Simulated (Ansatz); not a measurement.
**Question.** Os (hcp (Mg type), P6_3/mmc) is relaxed with plane-wave PAW PBE (Ansatz code). What lattice parameters of the conventional cell result?

**Answer.** a = 2.754 Å, c = 4.347 Å.

The cell was relaxed with PBE under the symmetry of its start. No spin polarisation was allowed. Axis ratios of metals converge slowly with the k-mesh, so a and c are less sure than the volume. Spin–orbit coupling is left out wherever it is not named.

Potentials: the later of the program's two PAW sets.
